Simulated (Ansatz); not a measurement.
Starting cell, BAs (zinc blende):

```
CELL_PARAMETERS angstrom
      0.00000     4.78259     4.78259
      2.39129     2.39129     4.78259
      2.39129     2.39129     0.00000
ATOMIC_POSITIONS crystal
  As 0.00000 0.75000 0.75000
  As 0.50000 0.75000 0.75000
  B  0.00000 0.00000 0.00000
  B  0.50000 0.00000 0.00000
```

The atoms are displaced by Q × the pattern below (from a DFPT mode at X = (0.5, 0.5, 0.0), largest move 1; Q in Å), at fixed cell. It is one choice among 2 degenerate patterns. (q is in reciprocal vectors of the primitive cell; the cell shown is doubled to hold the pattern.)

```
atom       x       y      z
----  ------  ------  -----
As1   -0.104   0.000  0.000
As2    0.104   0.000  0.000
B3     0.000   1.000  0.000
B4     0.000  -1.000  0.000
```

Computed with r2SCAN (plane waves to 500 eV, PAW, scalar-relativistic; Ansatz, a program for electronic structure). k mesh 12×12×12 (Γ-centred), Fermi-Dirac smearing 0.05 eV. Energies are smeared free energies. BAs was relaxed with its symmetry unable to fall. The PAW data are Ansatz's earlier set. ΔE is measured from the undisplaced structure.

```csv
Q (Å),ΔE (meV/cell)
-0.2800,1287
-0.2333,withheld
-0.1867,580
-0.1400,328
-0.0933,146
-0.0467,37
0.0000,0
0.0467,37
0.0933,146
0.1400,328
0.1867,580
0.2333,withheld
0.2800,1287
```

Fit an even polynomial form (powers 2, 4) to the given rows and predict ΔE at Q = 0.2333.

Least squares on the 11 given rows: ΔE = (16830)·Q² + (-5248)·Q⁴, in meV/cell with Q in Å; root-mean-square residual 0.2 meV/cell. At 0.2333 the fit gives 900 meV/cell; the calculation gives 901 meV/cell, so the interpolation is off by -1 (-0.1 %). The quadratic term alone would give 916 meV/cell.

(A displaced cell: forces are minus the slopes of the energy, force constants its curvatures, and phonons follow from these.)
